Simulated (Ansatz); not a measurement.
Name crystals whose computed values (DFT-PBE+D3(BJ) in the program Ansatz with PAW potentials) fall in these windows: G_Hill (GPa) 35 to 47; B₀ by P(V) fit (GPa) 36 to 53.



```
crystal                                 G_Hill (GPa)  B₀ by P(V) fit (GPa)
--------------------------------------  ------------  --------------------
TaS2, CdI2 type                                 40.5                  44.1
WSe2, P6_3/mmc (W on 2d, Se on 4f)              44.9                  47.3
MoSe2, P6_3/mmc (Mo on 2c, Se on 4f)            41.2                  45.4
MoS2, P6_3/mmc (Mo on 2d, S on 4f)              45.1                  46.2
MoS2, R3m (Mo on 3a, S on 3a, S on 3a)          45.5                  45.3
```
Others may fit too.

Not the usual ambient phase: TaS2, CdI2 type. All cells were relaxed under the symmetry of their starts (and spin orders); stability against distortions was not tested throughout. Rows with no word on spin ran without spin polarisation. Spin–orbit coupling is left out wherever it is not named.

Potentials: the later of the program's two PAW sets.
